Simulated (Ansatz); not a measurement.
## How settings move the results for MgMo

```
CELL_PARAMETERS angstrom
1.40785 -0.81282 4.87623
0.00000 1.62565 4.87623
-1.40785 -0.81282 4.87623
ATOMIC_POSITIONS crystal
Mg 0.00000 0.00000 0.00000
Mo 0.50000 0.50000 0.50000
```

Atom numbers follow the list: Mg1, Mo2.

The cell was built from the L11 type and relaxed in the same program, and has space group R-3m; it needn't be a known or the stable phase.

Level of theory: Ansatz 0.2.0, DFT, PBEsol, all-electron LAPW, scalar-relativistic.

Settings: a Γ-centred 13×13×13 k mesh, Fermi–Dirac smearing of 0.03 eV, basis error target 0.25 meV/atom, no spin polarisation. One setting is then changed at a time.

```csv
k mesh,free energy less the base's (meV/atom),P (GPa),cutoff chosen (eV)
13×13×13 (base),0.0,0.00,271
4×4×4,?,1.40,271
6×6×6,?,0.44,271
10×10×10,2.6,-0.15,271
18×18×18,-5.6,-0.13,271
```

(1) Fill in "free energy less the base's (meV/atom)" for the row "4×4×4".

(2) Fill in "free energy less the base's (meV/atom)" for the row "6×6×6".

## Answers

(1) 33.4.

(2) 42.5.
